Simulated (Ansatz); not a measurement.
CaB₆ (space group Pm-3m)

```yaml
crystal:
  lattice:
    - [4.14779, 0.00000, 0.00000]
    - [0.00000, 4.14779, 0.00000]
    - [0.00000, 0.00000, 4.14779]
  atoms:
    - { symbol: Ca, position: [0.00000, 0.00000, 0.00000] }
    - { symbol: B, position: [0.20178, 0.50000, 0.50000] }
    - { symbol: B, position: [0.79822, 0.50000, 0.50000] }
    - { symbol: B, position: [0.50000, 0.20178, 0.50000] }
    - { symbol: B, position: [0.50000, 0.79822, 0.50000] }
    - { symbol: B, position: [0.50000, 0.50000, 0.20178] }
    - { symbol: B, position: [0.50000, 0.50000, 0.79822] }
```

This relaxed cell (volume V₀) is scaled evenly in all directions, its shape held. The atoms relax within the cell's symmetry.

The numbers are results of PBE (plane waves to 420 eV, PAW, scalar-relativistic; Ansatz, a program for electronic structure), not measurements. k mesh 8×8×8 (Γ-centred), Fermi-Dirac smearing 0.05 eV. E stands for the smeared free energy. Stress and pressure are positive under compression. CaB6 was relaxed with its symmetry unable to fall. ΔE is measured from the relaxed starting cell.

The scan covers V/V₀ from 0.840 to 1.160 in 9 points.

Problem. What is the fitted pressure derivative B₀′?

Solution. 3.6.

Problem. What bulk modulus B₀ follows from a third-order Birch-Murnaghan fit?

Solution. 149 GPa.

(A scan under strain: stresses follow from slopes of the energy per volume, elastic moduli from its curvatures.)
